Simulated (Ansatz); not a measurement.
Data:

P:
```
P
1.0
   -3.04769     3.04769     3.04769
    3.04769    -3.04769     3.04769
    3.04769     3.04769    -3.04769
P
4
Direct
  0.00000   0.25000   0.50000
  0.25000   0.50000   0.00000
  0.50000   0.00000   0.25000
  0.25000   0.25000   0.25000
```

This is the PBE-relaxed structure.

Q: All from the program Ansatz at the PBE level (PAW), unless another level is named. Give the electronic character.

A: metallic (no gap).

Q: What about the density of states at the Fermi level?

A: 0.86 states/eV per atom (mean over ±0.08 eV).

Space group I4_132. The start of the workflow was typed in or built on a structure type; neither database checked (COD, Materials Project) lists it. It is not the phase usual at ambient conditions (space group No. 64). The cell was relaxed with PBE under the symmetry of its start; whether a distortion lowers the energy is not shown. The volume moved by 35 % from the start of the relaxation.

Potentials: the later of the program's two PAW sets.
